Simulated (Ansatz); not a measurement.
SiGe3 in space group P-4m2 (No. 115; Si on 1a, Ge on 2g, Ge on 1c) at seven volumes, r²SCAN in the plane-wave PAW code Ansatz, shape and atoms relaxed at each. One row is withheld.

```tsv
V (Å³/atom)	P (GPa)
20.046	9.17
20.707	5.59
21.368	2.56
22.029	0.00
22.690	?
23.351	-3.98
24.012	-5.51
```

Problem. Fit the shown pressures and predict the withheld one.

Solution. P = (3/2)B₀(x^(7/2) − x^(5/2))[1 + (3/4)(B′ − 4)(x − 1)] with x = (V₀/V)^(2/3). Least squares on the six rows gives V₀ = 22.030 Å³/atom, B₀ = 78.1 GPa, B′ = 4.62. At V = 22.690, x = 0.9805 and P = -2.15 GPa. The run itself gave -2.16 GPa.

The start of the workflow was typed in or built on a structure type; neither database checked (COD, Materials Project) lists it. Whether it is the stable phase at ambient conditions was not checked. The r²SCAN relaxation kept the symmetry of its start; its stability against distortions is not shown here.

Potentials: the earlier of the program's two PAW sets.
